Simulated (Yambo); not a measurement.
BeTe (zinc blende, space group F-43m, No. 216), G0W0@PBE in Yambo with this input:

```
rim_cut
gw0
dyson
el_el_corr
HF_and_locXC
ppa
em1d
RandQpts= 1000000
RandGvec= 1 Ry
EXXRLvcs= 106.6 Ry
VXCRLvcs= 426.4 Ry
Chimod= "HARTREE"
% BndsRnXp
 6 | 200 |
%
NGsBlkXp= 15 Ry
% LongDrXp
 1.0 | 1.0 | 1.0 |
%
PPAPntXp= 27.2114 eV
% GbndRnge
 1 | 200 |
%
GTermKind= "BG"
DysSolver= "n"
ExtendOut
```

On a 4×4×4 mesh, with wavefunctions cut at 107 Ry, the gap (Γ → X) is 2.831 eV and the valence edge shifts by -0.869 eV.

Problem. What happens with this change: 6 Ry block?

Solution. The gap falls by 0.141 eV, to 2.690 eV; the shift of the valence edge becomes -0.693 eV. Neither run is shown to be the converged limit.

Spin-orbit coupling is not included.

Geometry relaxed with PBEsol; primitive cell a = b = c = 3.9646 Å, α = β = γ = 60.00°.

A shift is the quasiparticle energy of the state minus its PBE energy.

The potentials are those of PseudoDojo's stringent table.
